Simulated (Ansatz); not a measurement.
Total density of states per atom from DFT-PBEsol in the program Ansatz with PAW potentials, in 0.25 eV bins, energy from the valence-band maximum:

```
E (eV) | states/eV/atom
    -7.85 | ################ 0.27
    -7.60 | ################## 0.30
    -7.35 | ################ 0.28
    -7.10 | ################ 0.27
    -6.85 | ################# 0.29
    -6.60 | #################### 0.34
    -6.35 | ###################### 0.38
    -6.10 | ##################### 0.37
    -5.85 | ##################### 0.35
    -5.60 | #################### 0.33
    -5.35 | ###################### 0.38
    -5.10 | ####################### 0.38
    -4.85 | ###################### 0.37
    -4.60 | #################### 0.35
    -4.35 | #################### 0.33
    -4.10 | ##################### 0.37
    -3.85 | ####################### 0.39
    -3.60 | ###################### 0.37
    -3.35 | ################### 0.32
    -3.10 | ################# 0.29
    -2.85 | ############## 0.24
    -2.60 | ############ 0.20
    -2.35 | ########## 0.17
    -2.10 | ######## 0.14
    -1.85 | ####### 0.12
    -1.60 | ###### 0.11
    -1.35 | ##### 0.09
    -1.10 | #### 0.07
    -0.85 | ### 0.06
    -0.60 | ### 0.04
    -0.35 | ## 0.03
    -0.10 |  0.01
     0.15 |  0.00
     0.40 |  0.00
     0.65 |  0.00
     0.90 |  0.00
     1.15 |  0.00
     1.40 |  0.00
     1.65 |  0.00
     1.90 |  0.00
     2.15 |  0.00
     2.40 |  0.00
     2.65 |  0.00
     2.90 |  0.00
     3.15 |  0.00
     3.40 |  0.00
     3.65 |  0.00
     3.90 |  0.00
     4.15 |  0.00
     4.40 | # 0.02
     4.65 | ##### 0.08
     4.90 | ####### 0.12
     5.15 | ########## 0.17
     5.40 | ################ 0.28
     5.65 | #################### 0.34
     5.90 | ################## 0.30
     6.15 | ################# 0.29
     6.40 | ################## 0.31
     6.65 | ##################### 0.35
     6.90 | ################### 0.33
     7.15 | ################# 0.28
     7.40 | ##################### 0.36
     7.65 | ########################## 0.45
     7.90 | ######################## 0.42
     8.15 | ######################## 0.41
     8.40 | ###################### 0.38
     8.65 | ########################### 0.46
     8.90 | ############################## 0.51
     9.15 | ######################## 0.42
```

Task: Which of these materials gives this?
A. MnO, Cmc2_1 (Mn on 4a, O on 4a)
B. Nb2SnC, P6_3/mmc (Nb on 4f, Sn on 2d, C on 2a)
C. Be2C, fluorite or antifluorite type
D. C, P6_3/mmc (C on 4f, C on 4f, C on 4e)

Result: D, C, P6_3/mmc (C on 4f, C on 4f, C on 4e). Top 1 eV of the valence band: C 2p 99 %. Bottom 1 eV of the conduction band: C 2p 53 %, C 2s 36 %, outside the projected shells 11 %. Projections are on Löwdin-orthogonalised atomic valence shells; empty p or d shells of many metals are not among them.

The workflow started from a Materials Project entry (that database holds measured and hypothetical structures alike). Its sites differ from those of the usual phase in this space group: another stacking or structure type. The cell was relaxed with PBEsol under the symmetry of its start; its stability against distortions is not shown here.

Potentials: the later of the program's two PAW sets.
